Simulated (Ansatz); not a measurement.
In$_{3}$Rh:
```
In3Rh
1.0
    6.98097     0.00000     0.00000
    0.00000     6.98097     0.00000
    0.00000     0.00000     7.13124
In Rh
12 4
Direct
  0.00000   0.50000   0.00000
  0.00000   0.50000   0.50000
  0.50000   0.00000   0.50000
  0.50000   0.00000   0.00000
  0.15230   0.15230   0.25608
  0.84770   0.84770   0.74392
  0.34770   0.65230   0.75608
  0.65230   0.34770   0.24392
  0.84770   0.84770   0.25608
  0.15230   0.15230   0.74392
  0.65230   0.34770   0.75608
  0.34770   0.65230   0.24392
  0.34652   0.34652   0.00000
  0.65348   0.65348   0.00000
  0.15348   0.84652   0.50000
  0.84652   0.15348   0.50000
```

Relaxed with PBEsol. Special points in fractions of this cell's reciprocal vectors: Γ (0.000, 0.000, 0.000); X (0.000, 0.500, 0.000); M (0.500, 0.500, 0.000); Z (0.000, 0.000, 0.500); R (0.000, 0.500, 0.500); A (0.500, 0.500, 0.500).

### Question
List the band energies nearest the Fermi level at these points for the program Ansatz at the PBEsol with spin–orbit coupling level (PAW).

### Answer
In eV from the Fermi level; about four levels below and three above (degenerate sets whole), none deeper than 8.9 eV; points with the same levels are listed once.

```tsv
k	below	above
Γ	-0.27 -0.27 -0.15 -0.15	0.73 0.73 1.03 1.03
X	-0.43 -0.43 -0.43 -0.43	0.20 0.20 0.20 0.20
M	-0.35 -0.35 -0.35 -0.35	0.66 0.66 0.66 0.66
Z	-0.35 -0.35 -0.35 -0.35	0.39 0.39 0.39 0.39
R	-0.30 -0.30 -0.21 -0.21	0.34 0.34 0.38 0.38
A	-0.66 -0.66 -0.66 -0.66	0.25 0.25 0.25 0.25
```

Space group P4_2/mnm. The workflow started from a Materials Project entry (that database holds measured and hypothetical structures alike); the Crystallography Open Database copy checked does not list it. Whether it is the stable phase at ambient conditions was not checked. The cell was relaxed with PBEsol under the symmetry of its start; its stability against distortions is not shown here. The run is not spin-polarised.

Potentials: the later of the program's two PAW sets.
